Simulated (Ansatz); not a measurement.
Ansatz (a quantum-chemistry and plane-wave program) input:

Ansatz 0.2 input:
```yaml
crystal:
  lattice:
    - [3.2434975058, 0.0, 0.0]
    - [0.0, 3.7569919686, 0.0]
    - [0.0, 0.0, 37.0]
  periodic: [true, true, false]
  atoms:
    - { symbol: O, position: [0.6801615281, 0.5, 0.5745341773] }
    - { symbol: Ta, position: [0.2170080004, 0.5, 0.5463562881] }
    - { symbol: Ta, position: [0.7829919996, 0.5, 0.4536437119] }
    - { symbol: O, position: [0.1129534234, 0.0, 0.5404976357] }
    - { symbol: O, position: [0.8870465766, 0.0, 0.4595023643] }
    - { symbol: O, position: [0.3198384719, 0.5, 0.4254658227] }
    - { symbol: O, position: [0.5, 0.5, 0.5] }
kpoints:
  mp_grid: { grid: [10, 10, 1] }
hamiltonian:
  xc: r2scan
  dispersion: d4
  pseudopotentials: { kind: paw }
scf:
  occupations: { method: fixed }
checkpoint: { read: static.run }
output: { write_density: true, elf: true, volumetric_format: npy }
```

Output (shortened):

```
Pseudopotentials: kind: paw
Pseudopotential: O, paw, valence charge 6
Pseudopotential: Ta, paw, valence charge 13
Functional definition: r2SCAN
Crystal: 7 atoms, lattice volume = 450.874 Å³
Basis set: ecut = 500 eV, 11345 PW (Γ), exchange–correlation on 96×120×1080 points (64 copies of the dense FFT grid, shifted against one another)
Bands: 35, of which v1, the nominal top of the filled ones, is band 28 counted from 1 (27 counted from 0)
Symmetry: 4 space group operations
Space group: P2/m (ITA 10), of the structure as read, at distance tolerance 7.7e-5 Å
k-points: 36 of 100
PAW frozen core: O, regenerated for the run's functional
PAW frozen core: Ta, regenerated for the run's functional
Initial density: read from a saved state, or passed on in memory by an earlier SCF of this step, an earlier step, the calling program or the single point that …
Stability of the state it starts from, as read at its close in the unpolarized treatment …
Initial wavefunctions: pseudopotential atomic-orbital guess
Eigensolver: davidson
Functional: x = r2scan, c = r2scan; τ floored in thin density (d = 2e-4 eV/Å³)
iter 1 solved again at ethr=4.17e-8 eV; its pass at ethr=3.10e-3 eV (dr2=2.34e-5 eV) is discarded
SCF iter   1: F=—  HF=-22739.231718 eV  |F-HF|=—  |Δ(HF+E_count)|=         —  Δρ=3.80e-7  dr2=5.88e-10  dr2_τ=9.51e-11  ethr=4.17e-8  ⟨swp⟩=6.7  Hψ=12911  notcnv=0  defer=180
all-band conjugate gradients solve this SCF's bands
preconditioner: auto → Resta (q_TF=auto, 1.927 Å⁻¹)
SCF iter   2: F=-22739.231718 eV  HF=-22739.231718 eV  |F-HF|=5.53e-10  |Δ(HF+E_count)|=   2.67e-7  Δρ=4.06e-7  dr2=7.65e-10  dr2_τ=1.97e-10  ethr=1.05e-12  ⟨swp⟩=23.1  Hψ=9637  notcnv=0
SCF 1 converged in 2 iterations: F = -22739.231718 eV  dr2 = 7.65e-10
SCF converged after 2 iterations
Stability not checked (too_few_readings)
Free energy (F): -22739.231718 eV
Harris-Foulkes:  -22739.231718 eV  (|F-HF|=5.53e-10)
Internal energy: -22739.231718 eV  (E = F + TS)
E sigma→0 (E₀):  -22739.231718 eV
Fermi energy:    -7.558092 eV
--- Per-component energies (eV) ---
  E_band       = -1387.371021
  E_kinetic    = 1607.168283
  E_local      = -167730.496905  (includes V_loc(G=0)·N_el)
  E_nonlocal   = 267.814971
  E_hartree    = 82903.316713
  E_xc         = -772.563340
  E_vxc        = -968.364936  (∫ρ·V_xc dr)
  E_paw        = -17647.116829  (= ΣΔE_a)
  E_vpaw       = -427.111620  (= ΣTr[D̂ρ^β])
  E_aug_tail   = 0.005257  (compensation charges beyond the density's cutoff)
  E_vtau       = 56.982628  (kinetic-family band-sum trace: ∫τ·v_τ [+ j·A + Jᵃ·Aᵃ] dr)
  E_ewald      = 78634.634513
  E_disp       = -0.322115  (pairwise vdW)
  E_core_change = -1.672265  (= ΣΔE_core)
  E_smearing   =  0.000000  (= −TS)
  E_closure    =  0.000000  (closes the sum)
  Σ components = -22739.231718   (vs F -22739.231718, Δ=0.00e0)
  [band-id]    e_kinetic+e_local+e_nonlocal+2·e_hartree+e_vxc+e_vpaw+e_augmentation_tail+e_vtau = -1387.368897   (vs E_band -1387.371021, Δ=2.12e-3)
--- Band table (eV; the first three rows and the last of 36) ---
  k-point 0: bands = ["-76.8088", "-76.8078", "-42.9239", "-42.8592", "-42.6385", "-42.6099", "-42.5894", "-42.5848", "-26.4735", "-26.0418", "-25.5246", "-25.4084", "-25.2570", "-12.9418", "-12.2402", "-11.9129", "-11.7182", "-10.8840", "-10.7560", "-9.9142", "-9.6246", "-9.6148", "-9.4923", "-9.1782", "-9.1200", "-8.7276", "-8.3862", "-8.2954", "-3.7970", "-2.8600", "-2.4512", "-1.5102 (-1.5102°)", "-1.4823 (-1.4823°)", "-1.2781", "-1.0738"]
  k-point 1: bands = ["-76.8087", "-76.8077", "-42.9232", "-42.8585", "-42.6383", "-42.6105", "-42.6063", "-42.6008", "-26.4302", "-25.9812", "-25.4446", "-25.3434", "-25.2535", "-12.9384", "-12.2259", "-11.9147", "-11.7199", "-11.1047", "-10.9132", "-10.3443", "-9.9456", "-9.8202", "-9.3879", "-9.1692", "-9.0960", "-8.4612", "-8.3088", "-8.1552", "-3.5783", "-2.9010", "-2.4163", "-1.8203 (-1.8203°)", "-1.7123 (-1.7123°)", "-1.1726", "-1.0121"]
  k-point 2: bands = ["-76.8083", "-76.8073", "-42.9212", "-42.8568", "-42.6537", "-42.6474", "-42.6342", "-42.6069", "-26.3404", "-25.8679", "-25.2515", "-25.1921", "-25.1145", "-12.9296", "-12.1871", "-11.9904", "-11.7955", "-11.5387", "-11.3132", "-10.7738", "-10.6699", "-10.2453", "-9.5954", "-9.1563", "-8.6804", "-8.4552", "-8.2230", "-7.9976", "-3.0340", "-3.0111", "-2.3802", "-2.1272", "-1.6518", "-0.9367", "-0.9143"]
  k-point 35: bands = ["-76.7943", "-76.7941", "-43.0741", "-43.0707", "-42.7964", "-42.7476", "-42.7356", "-42.7355", "-25.7829", "-25.2146", "-25.0240", "-24.2221", "-24.1341", "-13.0113", "-12.8562", "-12.8521", "-12.5467", "-12.0163", "-11.4247", "-11.3230", "-10.5300", "-10.5209", "-10.3828", "-9.3428", "-9.2614", "-8.7945", "-8.2016", "-7.5599", "-3.4525", "-2.3251", "-2.2941", "-1.7789", "-1.3393", "-1.0353", "-0.9429"]
  ° read free of the cell's end (the report's vacuum.weakly_bound_levels)
  band table: 35 of 35 bands, residual norms ≤ 1.0e-3 eV
```

Cost: roughly 22 core-seconds on shared cores.

The layer was cut from a bulk entry of the Materials Project (measured or hypothetical); whether that bulk phase is the ambient one, and whether the layer has been isolated, was not checked. Symmetry was held in the r²SCAN+D4 relaxation; its stability against distortions is not shown here. No spin polarisation was allowed. Scalar-relativistic: spin–orbit coupling is off unless named, which matters more the heavier the elements.

Potentials: the later of the program's two PAW sets.

Ansatz is a plane-wave DFT program.
